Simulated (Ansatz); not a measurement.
Theory: DFT PBE, scalar-relativistic, plane waves, PAW in Ansatz. All cells share a 420 eV cutoff and Γ-centred k meshes spaced about 0.3 Å⁻¹ or finer (0.25 for metals, 2π included). No spin polarisation.

Relaxed structures of InBi3O, with energies over the first row. Coordination counts Bi or In atoms around O (for each partner element, those within 1.25 times its shortest distance or 1.15 times the sum of covalent radii, where it is the nearest in units of that sum or under 1.3; the shortest distance is added where it exceeds 1.18 times the sum of covalent radii).

| # | form | sites | V (Å³/atom) | coordination | ΔE (meV/atom) |
| --- | --- | --- | --- | --- | --- |
| 1 | P4/nmm | In 2c; Bi 2c, 2c, 2c; O 2a | 25.5 | O 4 | 0 |
| 2 | I4mm | In 2a; Bi 4b, 2a; O 2a | 29.5 | O 2 | 237 |

A further structure, relaxed alike:

```cif
data_structure
_symmetry_space_group_name_H-M 'Pm-3m'
_symmetry_Int_Tables_number 221
_cell_length_a 5.0598
_cell_length_b 5.0598
_cell_length_c 5.0598
_cell_angle_alpha 90.000
_cell_angle_beta 90.000
_cell_angle_gamma 90.000
_cell_volume 129.54
loop_
_atom_site_label
_atom_site_type_symbol
_atom_site_symmetry_multiplicity
_atom_site_Wyckoff_symbol
_atom_site_fract_x
_atom_site_fract_y
_atom_site_fract_z
_atom_site_occupancy
In1 In 1 a 0.00000 0.00000 0.00000 1
Bi1 Bi 3 c 0.00000 0.50000 0.50000 1
O1 O 1 b 0.50000 0.50000 0.50000 1
```

**Question.** Place it among the others.

**Answer.** It is the highest, 258 meV/atom above row 1, with space group Pm-3m (No. 221) and 25.9 Å³/atom; it is of the antiperovskite type. Counting Bi or In atoms around O, this cell has O 6 from 2.5 Å and row 1 has O 4. In is surrounded by 12 Bi at 3.58 Å; Bi has 2 O at 2.53 Å, 4 In at 3.58 Å and 8 Bi at 3.58 Å; O has 6 Bi at 2.53 Å.

The k mesh leaves some 4 meV/atom of noise in the energy of each metallic cell. These runs have no spin–orbit coupling, which can matter for Bi. With atoms moved at random, row 1 (by 79 meV/atom) fell into a lower structure. Row 2 and the further cell had no clear such test and can be saddle points.
